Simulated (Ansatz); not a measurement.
CdTe:
```xyz
2
Lattice="3.7693 0.0000 0.0000 0.0000 3.7693 0.0000 0.0000 0.0000 3.7693" Properties=species:S:1:pos:R:3 pbc="T T T"
Cd     0.0000     0.0000     0.0000
Te     1.8847     1.8847     1.8847
```

Relaxed with r²SCAN. Special points in fractions of this cell's reciprocal vectors: Γ (0.000, 0.000, 0.000); X (0.000, 0.500, 0.000); M (0.500, 0.500, 0.000); R (0.500, 0.500, 0.500).

Task: List the band energies nearest the Fermi level at these points for r²SCAN (plane waves, PAW; program Ansatz).

Result: In eV from the Fermi level; about four levels below and three above (degenerate sets whole), none deeper than 8.9 eV; … stands for higher levels left out; points with the same levels are listed once.

```tsv
k	below	above
Γ	-1.08 -1.08 -1.08 -0.75	5.32 5.32 …
X	-8.81 -6.12	0.32 0.32 3.39
M	-8.33 -4.44 -4.44 -1.88	0.62 7.04 7.04
R	-8.70 -8.70 -2.42 -2.42 -2.42	0.63 1.16 1.16 1.16
```

Space group Pm-3m (CsCl type). The start of the workflow was typed in or built on a structure type; neither database checked (COD, Materials Project) lists it. It is not the phase usual at ambient conditions (space group No. 216). Symmetry was held in the r²SCAN relaxation. At this level the phase is mechanically unstable. The volume moved by 17 % from the start of the relaxation. Scalar-relativistic: spin–orbit coupling is off unless named, which matters more the heavier the elements.

Potentials: the earlier of the program's two PAW sets.
